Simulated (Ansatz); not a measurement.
TeO2:
Space group P2₁2₁2₁ (No. 19); a = 4.2952 Å, b = 4.9404 Å, c = 8.5650 Å, α = β = γ = 90.00°

```json
[
 {"atom": "Te", "site": "4a", "symmetry": "1", "x": "0.3628", "y": "0.0283", "z": "0.6016"},
 {"atom": "O", "site": "4a", "symmetry": "1", "x": "0.2780", "y": "0.3595", "z": "0.4599"},
 {"atom": "O", "site": "4a", "symmetry": "1", "x": "0.1806", "y": "0.7710", "z": "0.2853"}
]
```

Relaxed with PBEsol. DFT-PBEsol in the program Ansatz with PAW potentials gives a gap of 2.92 eV.

Task: What gap does HSE06 give on the same cell (Ansatz, PAW)?

Result: 4.12 eV, 1.20 eV more. The hybrid was solved on a coarser mesh and at special points; the gap given is the minimum over both.

```csv
k,v1 PBEsol,c1 PBEsol,v1 HSE06,c1 HSE06
Γ,-0.06,3.71,-0.04,4.91
X,-0.21,3.46,?,?
Z,-0.18,3.37,?,?
U,-0.32,3.71,-0.30,4.94
Y,-0.42,3.76,?,?
S,-0.41,3.50,-0.52,4.71
T,-0.54,3.89,?,?
R,-0.51,3.84,-0.62,5.09
```

Task: Top valence (v1) and lowest conduction level (c1) in eV from each method's valence maximum (which need not be a listed point): supply the withheld HSE06 values.

Result: 
- T, v1 HSE06: -0.60
- T, c1 HSE06: 5.13
- Z, v1 HSE06: -0.20
- Z, c1 HSE06: 4.61
- Y, v1 HSE06: -0.48
- Y, c1 HSE06: 5.01
- X, v1 HSE06: -0.24
- X, c1 HSE06: 4.66

Cost on shared cores: the PBEsol run (SCF on a 7×6×4 mesh, then bands and DOS) about 6 core-minutes (a rough figure), the HSE06 run (SCF on 4×4×2, then a few points) around 5 core-minutes (rough); the tasks are unlike.

Space group P2_12_12_1. The first step of the workflow began from a Materials Project structure, measured or hypothetical; the Crystallography Open Database files this formula in space group No. 19, but the cells were not matched. Its standing as an ambient phase is unchecked. The PBEsol relaxation kept the symmetry of its start; its stability against distortions is not shown here. Spin–orbit coupling is left out wherever it is not named.

Potentials: the earlier of the program's two PAW sets. The files were generated under PBE; for other functionals the program regenerates the frozen cores, and for LDA and PBEsol the local potential too.
